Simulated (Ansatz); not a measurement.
## SrIr$_{2}$: pressure against volume

SrIr$_{2}$, Fd-3m, a = 7.697 Å. The structure is a COD entry; whether it is the stable form wasn't checked. Ansatz: r2SCAN, PAW, 500 eV, Γ-centred 8×8×8 mesh on 6 atoms, Gaussian smearing 0.10 eV; no spin polarisation. Symmetry fixes shape and atoms, so the cell is only scaled; pressure is positive in compression.

| V (Å³/atom) | P (GPa) |
| --- | --- |
| 17.858 | 11.57 |
| 18.428 | 5.29 |
| 18.998 | 0.00 |
| 19.568 | ? |
| 20.138 | -8.18 |

Question: Take V0 = 18.998 Å³/atom, fit the third-order Birch–Murnaghan form to the other rows, and predict the missing pressure.

Answer: With the Eulerian strain f = ½[(V0/V)^(2/3) − 1] and y = P/[3f(1 + 2f)^(5/2)], the form is the line y = B0 + 1.5 B0 (B0′ − 4) f. Rows (f, y): 0.02106, 165.2; 0.01026, 163.4; -0.01905, 157.7. Means f = 0.004090, y = 162.10; Σ(Δf)² = 0.0008615, ΣΔfΔy = 0.1624; the slope is their ratio. y = 161.3 + 188.6 f GPa, so B0 = 161.3 GPa and B0′ = 4 + 2 × (188.6)/(3 × 161.3) = 4.78. At V = 19.568, f = -0.00976, y = 159.46 and P = -4.44 GPa. The run gave -4.45 GPa, so the fit is 0.01 GPa too high, a small miss on the scale of the series.

Spin–orbit coupling is left out, which can shift energies with elements as heavy as these.

Cost: 5 runs of about 2.2 core-minutes in all, on Intel Xeon Platinum 8488C (Sapphire Rapids) (shared hosts).